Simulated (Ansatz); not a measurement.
# Phonons of fluorite-structured EuF2

Computed with Ansatz (plane waves, PAW, 420 eV cutoff): PBEsol, scalar-relativistic, collinear spin, Gaussian smearing of 0.15 eV. The datasets are Ansatz's generated set soft_2.

```
Eu F
1.0
     0.00000    2.88005    2.88005
     2.88005    0.00000    2.88005
     2.88005    2.88005    0.00000
Eu F
1 2
Direct
  0.00000 0.00000 0.00000
  0.25000 0.25000 0.25000
  0.75000 0.75000 0.75000
```

The start was a prototype's sites filled with these elements; the Crystallography Open Database holds the compound in this structure.

Moments typed, the run going on from the state of an earlier one (μB, in the order of the atoms): 7.38, 0.0, 0.0.

The spin moment ends at 7.00 μB for each cell as shown.

Force constants come from finite displacements in a 2×2×2 supercell (the unit cell's 10×10×10 k-mesh, folded to it); the long-range dipole term is not included. Points in reciprocal vectors of this cell: Γ = (0.000, 0.000, 0.000), X = (0.500, 0.000, 0.500), U = (0.625, 0.250, 0.625), K = (0.375, 0.375, 0.750), L = (0.500, 0.500, 0.500), W = (0.500, 0.250, 0.750).

Task: Is the structure dynamically stable along this path, and where does the spectrum end?

Result: Yes: no branch is imaginary beyond numerical noise. The highest frequency is 299 cm⁻¹, at X. Points that don't fit the supercell are interpolated.

Frequencies at the named points (cm⁻¹, imaginary ones negative):
```tsv
point	ω (cm⁻¹)
Γ	0 0 0 175 175 175 281 281 281
X	82 82 135 150 192 192 260 260 299
U	79 103 131 155 197 205 256 259 290
K	79 103 131 155 197 205 256 259 290
L	63 63 132 214 214 214 247 247 272
W	83 118 118 164 173 231 231 279 283
```

Task: What does the harmonic approximation give for the vibrational free energy, entropy and heat capacity?

Result: Zero-point energy 34.1 meV/atom.
| T (K) | F_vib (meV/atom) | S (J/K per mole of atoms) | C_V (J/K per mole of atoms) |
| --- | --- | --- | --- |
| 100 | 30.2 | 10.1 | 14.5 |
| 200 | 12.8 | 22.8 | 21.3 |
| 300 | -15.7 | 31.8 | 23.2 |
| 400 | -52.4 | 38.6 | 23.9 |
| 500 | -95.3 | 44.0 | 24.3 |
| 600 | -143.3 | 48.5 | 24.5 |
| 700 | -195.5 | 52.2 | 24.6 |
| 800 | -251.4 | 55.5 | 24.7 |
| 900 | -310.5 | 58.4 | 24.7 |
| 1000 | -372.4 | 61.0 | 24.8 |

The highest mode, 299 cm⁻¹, is worth 430 K. At 300 K the heat capacity has reached 93 % of the classical limit 3R = 24.9 J/K per mole of atoms.

The crystal is a metal or nearly so; low and unstable modes depend on mesh and smearing.

It ran for 6.6 min on 4 threads of Arm Neoverse V1, with other jobs on the host, peak memory 3.6 GiB.

Without a U or exact exchange the f states pile up at the Fermi level, so the metal found here may be the functional's error. Scalar-relativistic only: spin–orbit splittings of the heavy atoms' levels are missing. Site moments are of spin, integrated over atomic spheres. Only parallel moments were tried, so the real magnetic order may be another.
